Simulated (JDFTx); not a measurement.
An input for JDFTx (a modified build) (Zr(0001), linear PCM (GLSSA13), water, 1 M NaCl; bohr, hartree) and the course of its log:

```
lattice \
  6.1212571767 3.0606285884 0.0000000000 \
  0.0000000000 5.3011642078 0.0000000000 \
  0.0000000000 0.0000000000 44.9754817661
coords-type Lattice
ion Zr 0.6666666668 0.6666666668 -0.1629901260 0
ion Zr 0.0000000002 0.0000000002 -0.0543300420 0
ion Zr 0.6666666668 0.6666666668 0.0543300420 0
ion Zr 0.0000000002 0.0000000002 0.1629901260 0
ion-species pseudo/zr_pbe_v1.upf
elec-cutoff 20 100
elec-ex-corr gga-PBE
coulomb-interaction Slab 001
coulomb-truncation-embed 0 0 0
kpoint-folding 8 8 1
elec-smearing Fermi 0.01
elec-n-bands 31
electronic-scf nIterations 100 energyDiffThreshold 1e-08 mixFraction 0.15
fluid LinearPCM
pcm-variant GLSSA13
fluid-solvent H2O
fluid-cation Na+ 1
fluid-anion Cl- 1
fluid-minimize nIterations 400 knormThreshold 1e-11
wavefunction read vac.wfns
elec-initial-eigenvals vac.eigenvals
dump-name f0.$VAR
dump End State Ecomponents EigStats BandEigs Forces ElecDensity IonicPositions Fillings Kpoints Dtot FluidDebug BoundCharge FluidDensity
```

```
[one cycle in 5 is shown, and the last three; fluid-solver lines are left out]
	FillingsUpdate:  mu: -0.137411097  nElectrons: 48.000000
SCF: Cycle:  0   F: -188.788143636115990   dF: -9.334e-05   |Residual|: 1.979e-03   |deigs|: 1.711e-05
	FillingsUpdate:  mu: -0.131981941  nElectrons: 48.000000
SCF: Cycle:  5   F: -188.788258391974608   dF: -4.011e-06   |Residual|: 3.406e-04   |deigs|: 1.388e-03
	FillingsUpdate:  mu: -0.131314027  nElectrons: 48.000000
SCF: Cycle: 10   F: -188.788254912792468   dF: -1.544e-06   |Residual|: 2.962e-04   |deigs|: 2.722e-04
	FillingsUpdate:  mu: -0.131514714  nElectrons: 48.000000
SCF: Cycle: 15   F: -188.788260133254084   dF: +3.342e-07   |Residual|: 7.209e-05   |deigs|: 6.152e-05
	FillingsUpdate:  mu: -0.131450226  nElectrons: 48.000000
SCF: Cycle: 20   F: -188.788260415937827   dF: +7.059e-08   |Residual|: 3.312e-05   |deigs|: 4.160e-06
	FillingsUpdate:  mu: -0.131433229  nElectrons: 48.000000
SCF: Cycle: 25   F: -188.788260486994318   dF: -4.127e-07   |Residual|: 1.399e-05   |deigs|: 4.773e-05
	FillingsUpdate:  mu: -0.131463878  nElectrons: 48.000000
SCF: Cycle: 30   F: -188.788260489968962   dF: -1.299e-07   |Residual|: 1.495e-05   |deigs|: 5.372e-06
	FillingsUpdate:  mu: -0.131458272  nElectrons: 48.000000
SCF: Cycle: 35   F: -188.788260496576868   dF: -6.472e-09   |Residual|: 8.241e-06   |deigs|: 1.147e-05
	FillingsUpdate:  mu: -0.131475074  nElectrons: 48.000000
SCF: Cycle: 40   F: -188.788260486671959   dF: +1.148e-08   |Residual|: 2.349e-05   |deigs|: 1.793e-05
	FillingsUpdate:  mu: -0.131455253  nElectrons: 48.000000
SCF: Cycle: 45   F: -188.788260482908299   dF: +1.621e-08   |Residual|: 2.248e-05   |deigs|: 6.700e-06
	FillingsUpdate:  mu: -0.131499499  nElectrons: 48.000000
SCF: Cycle: 50   F: -188.788260393619311   dF: +9.545e-08   |Residual|: 3.636e-05   |deigs|: 6.355e-05
	FillingsUpdate:  mu: -0.131468736  nElectrons: 48.000000
SCF: Cycle: 55   F: -188.788260494365971   dF: -3.671e-08   |Residual|: 9.770e-06   |deigs|: 5.748e-06
	FillingsUpdate:  mu: -0.131470408  nElectrons: 48.000000
SCF: Cycle: 60   F: -188.788260493320735   dF: -5.588e-08   |Residual|: 1.026e-05   |deigs|: 1.415e-05
	FillingsUpdate:  mu: -0.131468565  nElectrons: 48.000000
SCF: Cycle: 65   F: -188.788260492364373   dF: -8.297e-08   |Residual|: 1.082e-05   |deigs|: 1.874e-05
	FillingsUpdate:  mu: -0.131471370  nElectrons: 48.000000
SCF: Cycle: 70   F: -188.788260473546785   dF: -5.813e-08   |Residual|: 2.114e-05   |deigs|: 2.768e-05
	FillingsUpdate:  mu: -0.131467466  nElectrons: 48.000000
SCF: Cycle: 75   F: -188.788260494441573   dF: -9.190e-08   |Residual|: 9.576e-06   |deigs|: 2.564e-05
	FillingsUpdate:  mu: -0.131451279  nElectrons: 48.000000
SCF: Cycle: 80   F: -188.788260428118633   dF: +6.812e-08   |Residual|: 3.348e-05   |deigs|: 7.307e-06
	FillingsUpdate:  mu: -0.131453541  nElectrons: 48.000000
SCF: Cycle: 85   F: -188.788260475298301   dF: +2.488e-08   |Residual|: 2.582e-05   |deigs|: 8.454e-06
	FillingsUpdate:  mu: -0.131471121  nElectrons: 48.000000
SCF: Cycle: 90   F: -188.788260485906392   dF: -4.548e-08   |Residual|: 1.495e-05   |deigs|: 2.658e-05
	FillingsUpdate:  mu: -0.131469468  nElectrons: 48.000000
SCF: Cycle: 95   F: -188.788260492889634   dF: -8.441e-08   |Residual|: 1.095e-05   |deigs|: 2.347e-05
	FillingsUpdate:  mu: -0.131467499  nElectrons: 48.000000
SCF: Cycle: 97   F: -188.788260481220078   dF: -3.087e-08   |Residual|: 1.836e-05   |deigs|: 3.358e-05
	FillingsUpdate:  mu: -0.131447901  nElectrons: 48.000000
SCF: Cycle: 98   F: -188.788260488477874   dF: -7.258e-09   |Residual|: 1.225e-05   |deigs|: 2.151e-05
	FillingsUpdate:  mu: -0.131496722  nElectrons: 48.000000
SCF: Cycle: 99   F: -188.788260402063173   dF: +8.641e-08   |Residual|: 3.499e-05   |deigs|: 5.219e-05
SCF: None of the convergence criteria satisfied after 100 iterations.
IonicMinimize: Iter:   0  F: -188.788260402063173  |grad|_K:  0.000e+00
IonicMinimize: Converged (|grad|_K<1.000000e-04).
```

This run gave no converged result. The loop ran out of cycles short of its threshold. It has stalled and not diverged: the last ten energies span 1e-07 Ha, so the total is near its end, but levels, forces and charges aren't shown converged.
